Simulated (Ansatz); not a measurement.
ZnSnN2:
```
ZnSnN2
1.0
    1.58370     0.91435     5.15018
   -1.58370     0.91435     5.15018
    0.00000    -1.82870     5.15018
Zn Sn N
1 1 2
Direct
  0.00000   0.00000   0.00000
  0.50000   0.50000   0.50000
  0.75355   0.75355   0.75355
  0.24645   0.24645   0.24645
```

Relaxed with r²SCAN.

Q: Map the valence electron density (e/Å³), cut off at 3 on the plane through (0.000, 0.000, 0.000) spanned by u = [1, -1, 0] and v = [1, 1, -1] in lattice vectors, from r²SCAN (plane waves, PAW; program Ansatz).

A: x is the fraction of u, y of v (the angle between them is 90°; rows are the nearest grid lines); atoms in the plane: Zn at (0.00, 0.00), Sn at (0.00, 0.50), N at (0.50, 0.26), N at (0.50, 0.74).
```
|@@@*.       .*@@@|
|@@@+.       .+@@@|
|*+-.         .-+*|
|...  .......  ...|
|    .:+#%#+:.    |
|    :=%@@@%=:    |
|   .:+@@@@@+:.   |
|   .:-*@@@*-:.   |
|.....:=+*+=:.....|
|@@*-.........-*@@|
|@@@*:.     .:*@@@|
|@@@@-.     .-@@@@|
|@@@@-.     .-@@@@|
|@@@*:.     .:*@@@|
|@@*-.........-*@@|
|.....:=+*+=:.....|
|   .:-*@@@*-:.   |
|   .:+@@@@@+:.   |
|    :=%@@@%=:    |
|    .:+#%#+:.    |
|...  .......  ...|
|*+-.         .-+*|
|@@@+.       .+@@@|
|@@@*.       .*@@@|
```
Scale: ten equal steps from 0.112 (start of ' ') to 3.00 (end of '@'), in the order ' .:-=+*#%@'; x runs from 0.000 to 1.00, y from 0.000 (bottom) to 1.00 (top).

The density is the valence pseudo-density with augmentation charge, so density and ELF within about 1 Å of a nucleus are not all-electron values.

Space group R-3m. The start of the workflow was typed in or built on a structure type; neither database checked (COD, Materials Project) lists it. Its standing as an ambient phase is unchecked. Symmetry was held in the r²SCAN relaxation; its stability against distortions is not shown here. Its formation energy is positive at this level, so the cell may be metastable or incomplete. Spin–orbit coupling is left out wherever it is not named.

Potentials: the later of the program's two PAW sets.
